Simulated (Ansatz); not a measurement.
Input and command of a calculation in Ansatz (plane waves; scalar-relativistic PAW potentials unless the input names others):

```yaml
crystal:
  lattice:
    - [2.792648563, 0.0, 0.0]
    - [-1.3963242815, 2.4185045994, 0.0]
    - [0.0, 0.0, 4.3284213]
  atoms:
    - { symbol: Ir, position: [0.6666666667, 0.3333333333, 0.75] }
    - { symbol: Ir, position: [0.3333333333, 0.6666666667, 0.25] }
basis:
  ecutwfc: "200 eV"
kpoints:
  mp_grid: { grid: [18, 18, 12] }
hamiltonian:
  xc: pbesol
scf:
  occupations: { method: gaussian, width: 0.15 }
  mixing: { preconditioner: kerker_dos }
output:
  forces: true
  eigenvalues: true
  stress: true
```

```bash
ansatz run input.yaml --threads 1 --pin off --max-ram 2560MiB --backend cpu --events-out ev --progress --plain --runs-dir out
```

Abridged log:
```
Warning: basis.ecutwfc = 200 eV is below the records' recommended 420 eV, and the density's cutoff is lower with it unless basis.ecutrho_ratio is high enough to keep the records' density cutoff: compare with a run at a higher cutoff
Pseudopotentials: kind: paw
Pseudopotential: Ir, paw, valence charge 17, recommended cutoff 420 eV (normal)
Functional definition: PBEsol
Crystal: 2 atoms, lattice volume = 29.234 Å³
Basis set: ecut = 200 eV, 183 PW (Γ), exchange–correlation on 30×30×40 points (8 copies of the dense FFT grid, shifted against one another)
Bands: 21, of which v1, the nominal top of the filled ones, is band 17 counted from 1 (16 counted from 0)
Symmetry: 24 space group operations
Space group: P63/mmc (ITA 194), of the structure as read, at distance tolerance 3.1e-5 Å
k-points: 259 of 3888
Initial density: superposition of atomic densities (neutral atoms: chi_scale 0, normalization atom), corrected by the library's trained network
Initial wavefunctions: pseudopotential atomic-orbital guess
Functional: x = pbesol(κ = 0.804, μ = 0.12345679), c = pbesol(β = 0.046)
SCF iter   1: F=—  HF=-23579.198873 eV  |F-HF|=—  |Δ(HF+E_count)|=         —  Δρ=1.53e-1  dr2=3.82e0  ethr=1.77e-3  ⟨swp⟩=4.6  Hψ=20655  notcnv=0
SCF iter   2: F=—  HF=-23578.045305 eV  |F-HF|=—  |Δ(HF+E_count)|=    1.15e0  Δρ=9.50e-2  dr2=1.42e0  ethr=1.77e-3  ⟨swp⟩=2.7  Hψ=12544  notcnv=0  defer=8
SCF iter   3: F=—  HF=-23577.355155 eV  |F-HF|=—  |Δ(HF+E_count)|=   6.90e-1  Δρ=8.31e-3  dr2=6.67e-3  ethr=1.77e-3  ⟨swp⟩=2.0  Hψ=10862  notcnv=0  defer=8
SCF iter   4: F=—  HF=-23577.363150 eV  |F-HF|=—  |Δ(HF+E_count)|=   7.99e-3  Δρ=2.51e-3  dr2=1.06e-3  ethr=1.96e-5  ⟨swp⟩=2.0  Hψ=8073  notcnv=0  defer=5
SCF iter   5: F=—  HF=-23577.362891 eV  |F-HF|=—  |Δ(HF+E_count)|=   2.59e-4  Δρ=5.22e-4  dr2=5.36e-5  ethr=3.13e-6  ⟨swp⟩=2.2  Hψ=7275  notcnv=0  defer=5
SCF iter   6: F=—  HF=-23577.362870 eV  |F-HF|=—  |Δ(HF+E_count)|=   2.02e-5  Δρ=1.11e-4  dr2=2.30e-6  ethr=1.58e-7  ⟨swp⟩=2.1  Hψ=7282  notcnv=0  defer=5
SCF iter   7: F=—  HF=-23577.362870 eV  |F-HF|=—  |Δ(HF+E_count)|=   2.26e-8  Δρ=2.63e-5  dr2=1.79e-7  ethr=6.75e-9  ⟨swp⟩=1.1  Hψ=5453  notcnv=0  defer=5
SCF iter   8: F=-23577.362870 eV  HF=-23577.362870 eV  |F-HF|=6.24e-9  |Δ(HF+E_count)|=   3.11e-8  Δρ=8.53e-6  dr2=1.75e-8  ethr=2.94e-10  ⟨swp⟩=3.8  Hψ=15474  notcnv=0
SCF 1 converged in 8 iterations: F = -23577.362870 eV  dr2 = 1.75e-8
SCF converged after 8 iterations
Free energy (F): -23577.362870 eV
Harris-Foulkes:  -23577.362870 eV  (|F-HF|=6.24e-9)
Internal energy: -23577.333025 eV  (E = F + TS)
E sigma→0 (E₀):  -23577.347947 eV
Entropy (-TS):   -0.029846 eV (-14.923 meV/atom)
Fermi energy:    24.733900 eV
--- Forces (eV/Å), atoms counted from 1 ---
  atom   1  Ir     0.00000000     0.00000000     0.00000000
  atom   2  Ir     0.00000000     0.00000000     0.00000000
--- Stress (GPa, compression-positive) ---
      -22.428391       0.000000       0.000000
        0.000000     -22.428391       0.000000
        0.000000       0.000000     -13.741837
  P = ⅓ Tr σ = -19.5329 GPa (-195.329 kbar)
```

Apart from outputs and empty bands, the input differs from a reference run on usual settings in scf.mixing.preconditioner: not typed → "kerker_dos"; basis.ecutwfc: 420 → "200 eV". The reference, at the same geometry (not necessarily relaxed), gave pressure -11.15 GPa, largest force 0.000 eV/Å, no gap on the mesh. This run converged in 8 SCF iterations (reference: 6) with an energy at zero smearing 10.2 eV/atom above the reference's, pressure -19.53 GPa, largest force 0.000 eV/Å, no gap on the mesh. Its cutoff is looser than usual, and the result moved.

The run took 2.6 s on 1 thread of AMD EPYC 7R13 Processor (Zen 3), on a shared host, peak memory 0.37 GiB.